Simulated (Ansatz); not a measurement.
Relaxed-ion elastic tensor of Tc (bcc (W type), Im-3m) in GPa (Voigt order), DFT-PBE in the program Ansatz with PAW potentials; density 11.12 g/cm³, 14.61 Å³ per atom.

```
275  302  302  0.0  0.0  0.0
302  275  302  0.0  0.0  0.0
302  302  275  0.0  0.0  0.0
0.0  0.0  0.0  120  0.0  0.0
0.0  0.0  0.0  0.0  120  0.0
0.0  0.0  0.0  0.0  0.0  120
```

Q: Is the crystal mechanically stable?

A: No: the smallest eigenvalue of C is -26.7 GPa.

The cell is a constructed one: a structure type filled with these elements; neither database checked (COD, Materials Project) lists it. It is not the phase usual at ambient conditions (space group No. 194). Symmetry was held in the PBE relaxation. At this level the phase is mechanically unstable. No spin polarisation was allowed. As this level gives no gap, shear constants depend on the k-mesh and smearing (Fermi–Dirac, 0.1 eV here). On the denser mesh and wider smearing of the elastic run this cell carries a stress of 0.3 GPa.

Potentials: the later of the program's two PAW sets.
